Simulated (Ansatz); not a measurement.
Energy landscape of Sr

14 relaxations of Sr ended in 4 distinct structures. Calculation: PBEsol (plane waves to 420 eV, PAW, scalar-relativistic; Ansatz, an electronic-structure program).

```csv
#,space group,Pearson,type,E − E(lowest) (eV/atom),V (Å³/atom),coordination,runs ending here
1,Fm-3m,cF4,fcc (Cu type),0.00,51.93,Sr 12 (cuboctahedral),2
2,Im-3m,cI2,bcc (W type),0.00,51.09,Sr 8 (cubic)+6,5
3,P6₃/mmc,hP2,hcp (Mg type),0.01,52.34,Sr 12 (anticuboctahedral),6
4,Pm-3m,cP1,simple cubic type,0.38,52.90,Sr 6 (octahedral),1
```

Coordination numbers (neighbours up to the widest gap in distance over summed covalent radii, below 1.35; n+m marks a second, longer set). All are gapless at this level. Fm-3m, cF4, fcc (Cu type) is the lowest among the structures calculated here, level within the accuracy with Im-3m, cI2, bcc (W type); P6₃/mmc, hP2, hcp (Mg type).

Space group Fm-3m (No. 225); a = 5.923 Å, b = 5.923 Å, c = 5.923 Å, α = 90.00°, β = 90.00°, γ = 90.00°

```
atom  site  symmetry       x       y       z
----  ----  --------  ------  ------  ------
Sr      4a      m-3m  0.0000  0.0000  0.0000
```
(The calculation used a cell of 1 atom; values per cell refer to that cell.)

Each run could gain symmetry but not lose that of its start, so entries can be saddle points. From databases, or of a type measured for this composition: Fm-3m, cF4, fcc (Cu type); Im-3m, cI2, bcc (W type); P6₃/mmc, hP2, hcp (Mg type); the others are generated cells (placed on structure types, drawn at random, substituted or restacked) that were not matched to a known phase here. Energies are at zero temperature and pressure, without zero-point motion. Each cell has its own k-point mesh; energy differences are given only to the digits this allows. No spin polarisation in the result.
